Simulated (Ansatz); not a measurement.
**How the vibrations of NbAu2 change with volume**

The calculation used DFT LDA, scalar-relativistic, plane waves, PAW (Ansatz 0.2.0). Settings: 420 eV plane-wave cutoff, Γ-centred 12×12×16 mesh, Fermi-Dirac smearing of 0.15 eV. No spin polarisation. Phonons by linear response, acoustic sum rule imposed.

The cell, relaxed at this level:
```
Nb Au
1.0
     4.58861    0.00000    0.00000
    -2.29431    3.97386    0.00000
     0.00000    0.00000    2.71098
Nb Au
1 2
Direct
  0.00000 0.00000 0.00000
  0.33333 0.66667 0.50000
  0.66667 0.33333 0.50000
```

In a metal, frequencies depend on the k mesh and the smearing, soft modes most. Spin–orbit coupling is left out, which can shift energies with elements as heavy as these.

Cells at 0.98 and 1.02 times the equilibrium volume were relaxed in shape and atoms; γ = −d ln ν / d ln V, modes matched by rank.

Problem. Give the optical frequencies at Γ (cm⁻¹) at the three volumes and the mode Grüneisen parameters.

Solution.
| 0.98 V | V | 1.02 V | γ | degeneracy |
| --- | --- | --- | --- | --- |
| 59 | 59 | 58 | 0.45 | 1 |
| 121 | 114 | 108 | 2.86 | 1 |
| 167 | 157 | 147 | 3.12 | 2 |
| 190 | 181 | 173 | 2.23 | 2 |

Problem. What pressures hold the two strained cells, and what bulk modulus follows?

Solution. 4.70 GPa at 0.98 V and -4.16 GPa at 1.02 V, so B = −dP/d ln V ≈ 222 GPa.